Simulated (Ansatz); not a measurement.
ZnHgS2:
```
ZnHgS2
1.0
    1.97532     1.14045     6.54417
   -1.97532     1.14045     6.54417
    0.00000    -2.28090     6.54417
Zn Hg S
1 1 2
Direct
  0.50089   0.50089   0.50089
  0.99659   0.99659   0.99659
  0.86903   0.86903   0.86903
  0.38351   0.38351   0.38351
```

Tensor components refer to the Cartesian frame of this cell.

### Question
Give the high-frequency dielectric tensor and the Born effective charge tensors of the independent atoms from DFPT, PBEsol in the plane-wave PAW code Ansatz.

### Answer

ε∞:
```
8.88  0.00  0.00
0.00  8.88  0.00
0.00  0.00  8.69
```
Z* of atom 1 (Zn), rows: field, columns: displacement, in e:
```
2.06  0.00  0.00
0.00  2.06  0.00
0.00  0.00  2.23
```
Z* of atom 2 (Hg), rows: field, columns: displacement, in e:
```
2.64  0.00  0.00
0.00  2.64  0.00
0.00  0.00  2.50
```
Z* of atom 3 (S), rows: field, columns: displacement, in e:
```
-2.23   0.00   0.00
 0.00  -2.23   0.00
 0.00   0.00  -2.19
```
Z* of atom 4 (S), rows: field, columns: displacement, in e:
```
-2.47   0.00   0.00
 0.00  -2.47   0.00
 0.00   0.00  -2.54
```

Space group R3m. The workflow started from a Materials Project entry (that database holds measured and hypothetical structures alike); the Crystallography Open Database copy checked does not list it. Whether it is the stable phase at ambient conditions was not checked. The cell was relaxed with PBEsol under the symmetry of its start; its stability against distortions is not shown here. Scalar-relativistic: spin–orbit coupling is off unless named, which matters more the heavier the elements.

Potentials: the later of the program's two PAW sets.
